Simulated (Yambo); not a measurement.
KBr (rock salt, space group Fm-3m, No. 225): how the kernel and the scissor change the optical response along x (Yambo; 10×10×10 mesh, 49 bands, 4 Ry local-field block, 0.2 eV broadening).

| level | ε(0) | highest point of Im ε up to 20 eV |
|---|---|---|
| independent particles on LDA bands | 3.11 | 9.38 eV |
| RPA with local fields on LDA bands | 2.61 | 7.25 eV |
| RPA with local fields on LDA bands shifted by a G0W0 scissor of 2.81 eV | 2.26 | 10.12 eV |
| TDDFT with the adiabatic LDA kernel on LDA bands | 2.82 | 6.75 eV |

Energies lie on a grid of 0.125 eV.

Electronic response only. Convergence of the RPA response with its 10×10×10 mesh was not tested. The scissor comes from a G0W0 run whose convergence isn't established.

Spin-orbit splittings are left out.

Geometry relaxed with LDA; primitive cell a = b = c = 4.5048 Å, α = β = γ = 60.00°.
